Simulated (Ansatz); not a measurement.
Input file for Ansatz (a quantum-chemistry and plane-wave program):

Ansatz 0.2 input:
```yaml
crystal:
  lattice:
    - [3.0783102206, 0.0, 0.0]
    - [-1.5391551103, 2.6658948518, 0.0]
    - [0.0, 0.0, 9.9680816818]
  atoms:
    - { symbol: Al, position: [0.0, 0.0, 0.0014532478] }
    - { symbol: Al, position: [0.0, 0.0, 0.5014532478] }
    - { symbol: Al, position: [0.6666666667, 0.3333333333, 0.7503553451] }
    - { symbol: Al, position: [0.3333333333, 0.6666666667, 0.2503553451] }
    - { symbol: N, position: [0.0, 0.0, 0.8119212445] }
    - { symbol: N, position: [0.0, 0.0, 0.3119212445] }
    - { symbol: N, position: [0.6666666667, 0.3333333333, 0.5619001626] }
    - { symbol: N, position: [0.3333333333, 0.6666666667, 0.0619001626] }
kpoints:
  mp_grid: { grid: [10, 10, 3] }
hamiltonian:
  xc: lda
  pseudopotentials: { kind: paw }
scf:
  occupations: { method: fixed }
phonons:
  method: dfpt
  response_accuracy: low
  eigenvectors: true
  rigid_motions: translations
  dielectric: true
  raman: true
```

Output (shortened):

```
Pseudopotential: Al, paw, valence charge 3
Pseudopotential: N, paw, valence charge 5
Functional definition: SPW92
Crystal: 8 atoms, lattice volume = 81.803 Å³
Basis set: ecut = 420 eV, 1593 PW (Γ), exchange–correlation on 48×48×144 points (8 copies of the dense FFT grid, shifted against one another)
Bands: 24, of which v1, the nominal top of the filled ones, is band 16 counted from 1 (15 counted from 0)
Symmetry: 12 space group operations
k-points: 86 of 300 (irreducible under 2 space group operations, time reversal used)
SCF 1 converged in 9 iterations: F = -3559.333454 eV  dr2 = 3.71e-12
── the response to a field inside a basis, on 10×10×4 k-points: an SCF that follows is theirs, and a resumed run solves both again ──
Crystal: 8 atoms, lattice volume = 81.803 Å³
Bands: 17, of which v1, the nominal top of the filled ones, is band 16 counted from 1 (15 counted from 0)
k-points: 60
SCF 1 converged in 6 iterations: F = -3559.323746 eV  dr2 = 3.66e-11
SCF converged after 9 iterations
Free energy (F): -3559.333454 eV
Harris-Foulkes:  -3559.333454 eV  (|F-HF|=2.27e-12)
Internal energy: -3559.333454 eV  (E = F + TS)
E sigma→0 (E₀):  -3559.333454 eV
Fermi energy:    6.964924 eV
--- Per-component energies (eV) ---
  E_band       = 58.500316
  E_kinetic    = 638.578840
  E_local      = -888.810565  (includes V_loc(G=0)·N_el)
  E_nonlocal   = 230.666778
  E_hartree    = 304.235352
  E_xc         = -403.170903
  E_vxc        = -431.316336  (∫ρ·V_xc dr)
  E_paw        = -2248.439921  (= ΣΔE_a)
  E_vpaw       = -99.089441  (= ΣTr[D̂ρ^β])
  E_aug_tail   = 0.000361  (compensation charges beyond the density's cutoff)
  E_ewald      = -1192.936439
  E_core_change = 0.543042  (= ΣΔE_core)
  E_smearing   =  0.000000  (= −TS)
  E_closure    =  0.000000  (closes the sum)
  Σ components = -3559.333454   (vs F -3559.333454, Δ=0.00e0)
--- Band table (eV; the first three rows and the last of 86) ---
  k-point 0: bands = ["-8.0612", "-7.1732", "-7.1337", "-5.8428", "0.9217", "3.6116", "3.6794", "6.3018", "6.3018", "6.5394", "6.5394", "6.6049", "6.6049", "6.8665", "6.8665", "6.9649", "11.3656", "13.4322", "13.7089", "14.0716", "17.1810", "17.3116", "17.9344", "17.9992"]
  k-point 1: bands = ["-7.9529", "-7.6385", "-6.5764", "-6.0615", "1.3057", "2.3045", "5.0927", "6.3364", "6.3364", "6.3755", "6.4316", "6.4316", "6.7187", "6.7187", "6.8260", "6.8260", "11.8377", "12.7521", "14.0070", "14.0836", "17.1571", "17.1806", "18.1317", "18.1317"]
  k-point 2: bands = ["-7.9267", "-7.0554", "-7.0157", "-5.7638", "1.0786", "3.5866", "3.6627", "5.7287", "6.0871", "6.1227", "6.1690", "6.3712", "6.4443", "6.4936", "6.8510", "6.9147", "11.9362", "13.6846", "13.9725", "14.5658", "16.2818", "16.5709", "17.6563", "18.2606"]
  k-point 85: bands = ["-5.9922", "-5.8309", "-5.3797", "-5.2144", "1.8774", "2.0539", "2.4205", "2.5005", "3.8624", "3.9468", "4.4173", "4.7012", "4.8709", "5.2997", "6.0470", "6.1593", "12.4809", "12.7464", "13.9816", "14.6096", "15.8135", "15.9366", "16.8974", "17.2875"]
--- Phonons (Γ-DFPT): 8 representative perturbations + reference, on 86 of 300 k-points (Σ response iterations 24) ---
  ASR residual: 9.032e-5 → 0.000e0 eV/Å²; symmetrization residual: 3.398e-5 eV/Å²
  ASR residual per site (eV/Å²): 3.00e-5 3.00e-5 2.20e-5 2.20e-5 4.15e-5 4.15e-5 9.03e-5 9.03e-5
  Γ frequencies (cm⁻¹): 0.00 0.00 0.00 164.85 164.85 172.81 172.81 232.75 232.75 355.68 365.81 567.29 646.79 659.90 659.90 661.76 661.76 668.42 668.42 670.71 670.71 732.04 833.43 843.42
  ε∞ (high-frequency dielectric tensor):
        4.479044     0.000000     0.000000
        0.000000     4.479044     0.000000
        0.000000     0.000000     4.601492
  ε⁰ (static dielectric tensor: ions relaxed, cell fixed):
        8.217851     0.000000     0.000000
        0.000000     8.217851     0.000000
        0.000000     0.000000     8.898441
  ε⁰ − ε∞ (ionic part):
        3.738807     0.000000     0.000000
        0.000000     3.738807     0.000000
        0.000000     0.000000     4.296949
  softest optical mode at Γ: 164.85 cm⁻¹; the repairs (sum rule, projections) moved no ω² at Γ by more than (4.19 cm⁻¹)²
  Born effective charges Z* (e; rows j = field, columns β = displacement):
    site 0:
         2.52415    0.00000    0.00000
         0.00000    2.52415    0.00000
         0.00000    0.00000    2.71736
    site 1:
         2.52415    0.00000    0.00000
         0.00000    2.52415    0.00000
         0.00000    0.00000    2.71736
    site 2:
         2.54890    0.00000    0.00000
         0.00000    2.54890    0.00000
         0.00000    0.00000    2.50194
    site 3:
         2.54890    0.00000    0.00000
         0.00000    2.54890    0.00000
         0.00000    0.00000    2.50194
    site 4:
        -2.52618    0.00000    0.00000
         0.00000   -2.52618    0.00000
         0.00000    0.00000   -2.63162
    site 5:
        -2.52618    0.00000    0.00000
         0.00000   -2.52618    0.00000
         0.00000    0.00000   -2.63162
    site 6:
        -2.54686    0.00000    0.00000
         0.00000   -2.54686    0.00000
         0.00000    0.00000   -2.58768
    site 7:
        -2.54686    0.00000    0.00000
         0.00000   -2.54686    0.00000
         0.00000    0.00000   -2.58768
  Z* charge neutrality: 3.401e-3 e pre-enforcement
  solved inside a basis spanned on kpoints, on 10×10×4 k-points transformed towards the longest dipole …
  Raman tensors (in the event stream and the table raman_tensors.tsv) …
  optical modes at Γ without the LO–TO term, one row a degenerate level:
      ω (cm⁻¹)  modes    IR ((D/Å)²/amu)  static Raman (Å⁴/amu)  depolarisation
        164.85      2             0.0000                 0.6321           0.750
        172.81      2             0.0000                 0.6082           0.750
        232.75      2             0.0111                 0.7113           0.750
        355.68      1             0.0000                 0.0000               —
        365.81      1             0.0000                 0.0000               —
        567.29      1             2.8204                 3.4711           0.692
        646.79      1            64.9009                29.4584           0.739
        659.90      2             4.2923                 1.6944           0.750
        661.76      2             0.0000                23.5578           0.750
        668.42      2             0.0000                10.9745           0.750
        670.71      2           124.4886                15.9748           0.750
        732.04      1             0.4828                 0.8408           0.016
        833.43      1             0.0000                 0.0000               —
        843.42      1             0.0000                 0.0000               —
  optical modes at Γ + LO–TO along q̂ = [1.0000, 0.0000, 0.0000]:
      ω (cm⁻¹)  modes    IR ((D/Å)²/amu)  static Raman (Å⁴/amu)  depolarisation
        164.85      2             0.0000                 0.6321           0.750
        172.81      2             0.0000                 0.6082           0.750
        232.75      1             0.0056                 0.3557           0.750
        232.79      1             0.0015                 0.3704           0.750
        355.68      1             0.0000                 0.0000               —
        365.81      1             0.0000                 0.0000               —
        567.29      1             2.8204                 3.4711           0.692
        646.79      1            64.9009                29.4584           0.739
        659.90      1             2.1461                 0.8472           0.750
        660.25      1             0.0028                 0.1682           0.750
        661.76      2             0.0000                23.5578           0.750
        668.42      2             0.0000                10.9745           0.750
        670.71      1            62.2443                 7.9874           0.750
        732.04      1             0.4828                 0.8408           0.016
        833.43      1             0.0000                 0.0000               —
        843.42      1             0.0000                 0.0000               —
        907.87      1            64.3917                10.0439           0.750
  optical modes at Γ + LO–TO along q̂ = [0.0000, 1.0000, 0.0000]:
      ω (cm⁻¹)  modes    IR ((D/Å)²/amu)  static Raman (Å⁴/amu)  depolarisation
        164.85      2             0.0000                 0.6321           0.750
        172.81      2             0.0000                 0.6082           0.750
        232.75      1             0.0056                 0.3557           0.750
        232.79      1             0.0015                 0.3704           0.750
        355.68      1             0.0000                 0.0000               —
        365.81      1             0.0000                 0.0000               —
        567.29      1             2.8204                 3.4711           0.692
        646.79      1            64.9009                29.4584           0.739
        659.90      1             2.1461                 0.8472           0.750
        660.25      1             0.0028                 0.1682           0.750
        661.76      2             0.0000                23.5578           0.750
        668.42      2             0.0000                10.9745           0.750
        670.71      1            62.2443                 7.9874           0.750
        732.04      1             0.4828                 0.8408           0.016
        833.43      1             0.0000                 0.0000               —
        843.42      1             0.0000                 0.0000               —
        907.87      1            64.3917                10.0439           0.750
  optical modes at Γ + LO–TO along q̂ = [0.0000, 0.0000, 1.0000]:
      ω (cm⁻¹)  modes    IR ((D/Å)²/amu)  static Raman (Å⁴/amu)  depolarisation
        164.85      2             0.0000                 0.6321           0.750
        172.81      2             0.0000                 0.6082           0.750
        232.75      2             0.0111                 0.7113           0.750
        355.68      1             0.0000                 0.0000               —
        365.81      1             0.0000                 0.0000               —
        570.13      1             0.1118                 1.0132           0.452
        659.90      2             4.2923                 1.6944           0.750
        661.76      2             0.0000                23.5578           0.750
        668.42      2             0.0000                10.9745           0.750
        670.71      2           124.4886                15.9748           0.750
        731.21      1             0.0951                 1.0087           0.097
        833.43      1             0.0000                 0.0000               —
        843.42      1             0.0000                 0.0000               —
        895.99      1            67.9972                20.0031           0.673
```

Cost: roughly 7 core-minutes on shared cores.

Space group P6_3mc. A made-up cell: these elements were put on the sites of a structure type. Its sites differ from those of the usual phase in this space group: another stacking or structure type. Symmetry was held in the LDA relaxation; phonons on a q-mesh show no instability.

Potentials: the later of the program's two PAW sets.

Ansatz is a plane-wave DFT program.
